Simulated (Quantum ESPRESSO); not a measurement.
TaHf3O7N, input and log of a self-consistent run

Simulated, not a measurement. The program is pw.x of Quantum ESPRESSO 7.5 (plane-wave density functional theory). The cell is made up: 12 atoms on a fluorite lattice, with randomly drawn elements, strain and displacements, not relaxed. PseudoDojo standard norm-conserving files (v0.5 for PBE, v0.4.1 for LDA and PBEsol) set the functional; there is no spin polarisation, spin-orbit coupling or dispersion term, and the masses in the input are unused placeholders.

The hafnium pseudopotential is less sure than the others, with forces about 3 percent (worst 6) and pressure in oxides about 1.5 GPa (worst 2.7) from a second method in checks, which no rerun with the same files tests.

Input:

```
&control calculation='scf', pseudo_dir='./dojo.nc.sr.pbe.v0_5.standard.upf', outdir='./o', disk_io='low', tprnfor=.true., tstress=.true. /
&system ibrav=0, nat=12, ntyp=4, nbnd=54, ecutwfc=84.00895049, nosym=.true., tot_charge=0,
 occupations='smearing', smearing='fd', degauss=0.0018374661
/
&electrons conv_thr=7.350e-09, electron_maxstep=60, /
ATOMIC_SPECIES
Hf 1.0 Hf.upf
N 1.0 N.upf
O 1.0 O.upf
Ta 1.0 Ta.upf
CELL_PARAMETERS angstrom
5.3347 0.0318 0.0571
0.0318 5.2595 0.0336
0.0585 0.0344 5.1727
ATOMIC_POSITIONS angstrom
Ta 0.0562 -0.0254 -0.0932
Hf 0.1193 2.7375 2.5788
Hf 2.6882 -0.0096 2.6873
Hf 2.6774 2.6942 0.0886
O 1.3605 1.3498 1.282
O 1.3074 1.3874 3.9029
O 1.3243 4.072 1.3001
N 1.4467 3.9972 3.918
O 4.0557 1.3254 1.2782
O 3.9653 1.2539 3.8944
O 3.9128 4.004 1.4354
O 4.0355 4.0082 3.9592
K_POINTS automatic
4 4 4 1 1 1
```

The log is shortened where brackets say so; the opening notice, blank lines, dates and the lines on written files are dropped, and the path of the files is cut. It prints rydbergs, bohrs and kilobars, and counts compression as positive stress. With no partly filled state, the Fermi energy that it prints is only some level between the filled and the empty states on the mesh, and need not lie in the true gap.

```
     Program PWSCF v.7.5
     Parallel version (MPI & OpenMP), running on       4 processor cores
     Number of MPI processes:                 4
     Threads/MPI process:                     1
     [start-up lines left out]
     bravais-lattice index     =            0
     lattice parameter (alat)  =      10.0819  a.u.
     unit-cell volume          =     979.2240 (a.u.)^3
     number of atoms/cell      =           12
     number of atomic types    =            4
     number of electrons       =        96.00
     number of Kohn-Sham states=           54
     kinetic-energy cutoff     =      84.0090  Ry
     charge density cutoff     =     336.0358  Ry
     scf convergence threshold =      7.3E-09
     mixing beta               =       0.7000
     number of iterations used =            8  plain     mixing
     Exchange-correlation= PBE
                           (   1   4   3   4   0   0   0)
     [axes and pseudopotential details left out]
   Cartesian axes
     site n.     atom                  positions (alat units)
         1        Ta     tau(   1) = (   0.0105340  -0.0047609  -0.0174692  )
         2        Hf     tau(   2) = (   0.0223613   0.5131112   0.4833649  )
         3        Hf     tau(   3) = (   0.5038706  -0.0017994   0.5037019  )
         4        Hf     tau(   4) = (   0.5018462   0.5049952   0.0166070  )
         5        O      tau(   5) = (   0.2550093   0.2530037   0.2402954  )
         6        O      tau(   6) = (   0.2450563   0.2600513   0.7315514  )
         7        O      tau(   7) = (   0.2482240   0.7632471   0.2436880  )
         8        N      tau(   8) = (   0.2711664   0.7492268   0.7343817  )
         9        O      tau(   9) = (   0.7601919   0.2484302   0.2395831  )
        10        O      tau(  10) = (   0.7432475   0.2350284   0.7299582  )
        11        O      tau(  11) = (   0.7334070   0.7505013   0.2690484  )
        12        O      tau(  12) = (   0.7564056   0.7512886   0.7421041  )
     number of k points=    32  Fermi-Dirac smearing, width (Ry)=  0.0018
                       cart. coord. in units 2pi/alat
        k(    1) = (   0.1229067   0.1252442   0.1267015), wk =   0.0625000
        k(    2) = (   0.1201560   0.1236133   0.3845924), wk =   0.0625000
     [further k points left out]
     Dense  grid:   101837 G-vectors     FFT dimensions: (  60,  60,  60)
     Estimated max dynamical RAM per process >     261.84 MB
     Estimated total dynamical RAM >     972.78 MB
     Initial potential from superposition of free atoms
     starting charge      95.9935, renormalised to      96.0000
     Starting wfcs are   72 randomized atomic wfcs
     total cpu time spent up to now is        3.7 secs
     per-process dynamical memory:   185.5 Mb
     Self-consistent Calculation
     iteration #  1     ecut=    84.01 Ry     beta= 0.70
     Davidson diagonalization with overlap
     ethr =  1.00E-02,  avg # of iterations =  2.0
     total cpu time spent up to now is        8.9 secs
     total energy              =    -719.54560043 Ry
     estimated scf accuracy    <       5.36875713 Ry
     iteration #  2     ecut=    84.01 Ry     beta= 0.70
     Davidson diagonalization with overlap
     ethr =  5.59E-03,  avg # of iterations =  6.0
     total cpu time spent up to now is       17.2 secs
     total energy              =    -717.33201219 Ry
     estimated scf accuracy    <      25.98737287 Ry
     iteration #  3     ecut=    84.01 Ry     beta= 0.70
     Davidson diagonalization with overlap
     ethr =  5.59E-03,  avg # of iterations =  4.8
     total cpu time spent up to now is       24.4 secs
     total energy              =    -722.09830276 Ry
     estimated scf accuracy    <       1.90940899 Ry
     iteration #  4     ecut=    84.01 Ry     beta= 0.70
     Davidson diagonalization with overlap
     ethr =  1.99E-03,  avg # of iterations =  2.5
     total cpu time spent up to now is       30.1 secs
     total energy              =    -722.27002248 Ry
     estimated scf accuracy    <       0.42850997 Ry
     iteration #  5     ecut=    84.01 Ry     beta= 0.70
     Davidson diagonalization with overlap
     ethr =  4.46E-04,  avg # of iterations =  3.7
     total cpu time spent up to now is       36.2 secs
     total energy              =    -722.26561595 Ry
     estimated scf accuracy    <       0.15283576 Ry
     [iterations 6 to 12 left out]
     iteration # 13     ecut=    84.01 Ry     beta= 0.70
     Davidson diagonalization with overlap
     ethr =  3.42E-09,  avg # of iterations =  2.0
     total cpu time spent up to now is      103.3 secs
     total energy              =    -722.29849200 Ry
     estimated scf accuracy    <       0.00000119 Ry
     iteration # 14     ecut=    84.01 Ry     beta= 0.70
     Davidson diagonalization with overlap
     ethr =  1.24E-09,  avg # of iterations =  4.0
     total cpu time spent up to now is      110.6 secs
     total energy              =    -722.29849224 Ry
     estimated scf accuracy    <       0.00000023 Ry
     iteration # 15     ecut=    84.01 Ry     beta= 0.70
     Davidson diagonalization with overlap
     ethr =  2.35E-10,  avg # of iterations =  3.3
     total cpu time spent up to now is      117.7 secs
     total energy              =    -722.29849229 Ry
     estimated scf accuracy    <       0.00000001 Ry
     iteration # 16     ecut=    84.01 Ry     beta= 0.70
     Davidson diagonalization with overlap
     ethr =  1.44E-11,  avg # of iterations =  4.7
     total cpu time spent up to now is      126.5 secs
     total energy              =    -722.29849229 Ry
     estimated scf accuracy    <          9.0E-09 Ry
     iteration # 17     ecut=    84.01 Ry     beta= 0.70
     Davidson diagonalization with overlap
     ethr =  9.38E-12,  avg # of iterations =  2.0
     total cpu time spent up to now is      132.8 secs
     End of self-consistent calculation
          k = 0.1229 0.1252 0.1267 ( 12727 PWs)   bands (ev):
   -58.3439 -50.9212 -50.7471 -50.3283 -24.6469 -24.6136 -24.4715 -19.5315
   -19.4831 -19.3846 -19.3245 -19.2943 -19.2177 -18.9668 -18.9442 -18.8632
    -7.1465  -6.2191  -6.0369  -5.7790  -5.6115  -5.4832  -4.8246  -1.0130
     5.0538   5.2176   5.2865   6.0754   6.2106   6.3601   7.0100   7.1605
     7.2653   7.5149   7.7005   7.7437   8.8994   9.2521   9.3434   9.4604
     9.6911   9.8578  10.0106  10.1128  10.2934  10.7444  10.9350  11.1257
    13.0900  13.1995  14.4885  14.6015  14.9930  15.2134
     [levels at the other k points left out]
     the Fermi energy is    12.1858 ev
!    total energy              =    -722.29849229 Ry
     estimated scf accuracy    <          1.3E-09 Ry
     smearing contrib. (-TS)   =       0.00000000 Ry
     internal energy E=F+TS    =    -722.29849229 Ry
     The total energy is F=E-TS. E is the sum of the following terms:
     one-electron contribution =    -133.11324252 Ry
     hartree contribution      =     117.66402968 Ry
     xc contribution           =    -179.33233135 Ry
     ewald contribution        =    -527.51694809 Ry
     convergence has been achieved in  17 iterations
     Forces acting on atoms (cartesian axes, Ry/au):
     atom    1 type  4   force =     0.02549937    0.01570229   -0.04363238
     atom    2 type  1   force =    -0.01204394   -0.01526219    0.00845889
     atom    3 type  1   force =     0.00714205    0.02508311   -0.00512473
     atom    4 type  1   force =     0.00564799   -0.01679656   -0.00480619
     atom    5 type  3   force =    -0.00454122    0.01699772    0.00071712
     atom    6 type  3   force =    -0.04066236   -0.02306235    0.01958061
     atom    7 type  3   force =    -0.04804357   -0.01779658   -0.00524148
     atom    8 type  2   force =    -0.06685002    0.02378813    0.02328975
     atom    9 type  3   force =     0.02457032    0.01134275   -0.01540504
     atom   10 type  3   force =     0.02147514    0.01695035    0.01550838
     atom   11 type  3   force =     0.02997395   -0.02336282   -0.02972350
     atom   12 type  3   force =     0.05783230   -0.01358386    0.03637856
     Total force =     0.156655     Total SCF correction =     0.000039
     Computing stress (Cartesian axis) and pressure
          total   stress  (Ry/bohr**3)                   (kbar)     P=     -217.92
  -0.00190215   0.00008290  -0.00001398         -279.82       12.19       -2.06
   0.00008290  -0.00151322  -0.00012146           12.19     -222.60      -17.87
  -0.00001398  -0.00012146  -0.00102888           -2.06      -17.87     -151.35
     init_run     :      3.39s CPU      3.56s WALL (       1 calls)
     electrons    :    128.76s CPU    129.12s WALL (       1 calls)
     forces       :      1.51s CPU      1.52s WALL (       1 calls)
     stress       :      5.31s CPU      5.41s WALL (       1 calls)
     [timing details left out]
     PWSCF        :   2m19.16s CPU   2m19.85s WALL
     JOB DONE.
```

In other units: free energy -9827.372 eV for the cell, pressure -21.79 GPa, largest force component 1.719 eV/Å. A rerun of this cell at a cutoff of 1437 eV and k mesh 6 x 6 x 6 moved values by no more than 0.002 eV in energy, 0.04 GPa in stress and 0.005 eV/Å in force.